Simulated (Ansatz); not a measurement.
## Notes on Te₂H

```
H Te
1.0
     6.02786    0.00000    0.00000
     0.00000    3.35457    0.00000
     0.00000    0.00000   13.50080
H Te
4 8
Direct
  0.54140 0.00000 0.98510
  0.45860 0.50000 0.48510
  0.90050 0.50000 0.00000
  0.09950 0.00000 0.50000
  0.29410 0.50000 0.09650
  0.70590 0.00000 0.59650
  0.35590 0.00000 0.34490
  0.64410 0.50000 0.84490
  0.85170 0.50000 0.38930
  0.14830 0.00000 0.88930
  0.80020 0.00000 0.14000
  0.19980 0.50000 0.64000
```

Single point in Ansatz 0.2.0 with PBE, no spin polarisation. Cutoff 420 eV, PAW datasets, 4×8×2 Γ-centred k mesh, gaussian filling (width 0.016 eV).

Q: Is there a gap?

A: It is a metal, with about 8.9 states/eV a cell as the mean within 0.25 eV of the Fermi level, mostly Te p (90 %).

Q: Where is the largest force?

A: The largest is on Te11 (and as large on other atoms): 0.80 eV/Å, components (-0.21, 0.00, -0.77). It makes 50° with the line to a nearest neighbour, H3 at 2.60 Å.

Q: Describe some of the short contacts.

A: H–Te at 2.60 Å: least valence density 0.17 e/Å³ and ELF 0.39 there. H–H at 2.75 Å: least valence density 0.06 e/Å³ and ELF 0.08 there. These are pseudo-fields; inside the PAW spheres they differ from the all-electron ones.

Q: What is the formation energy?

A: 0.79 eV an atom against the elements' usual phases (free molecules for gases, crystals otherwise, with no correction for O₂ or N₂), so at this geometry it isn't bound against them. Relaxing would lower it.

Q: Is the cell too large or too small?

A: The pressure is -5.0 GPa (compression positive), so with the atoms held at these fractions the cell would first shrink. The principal stresses -5.8, -5.5, -3.8 GPa differ, so its shape would change too.

Origin: a known structure type with other elements, at an estimated volume, so it need not be a known compound.
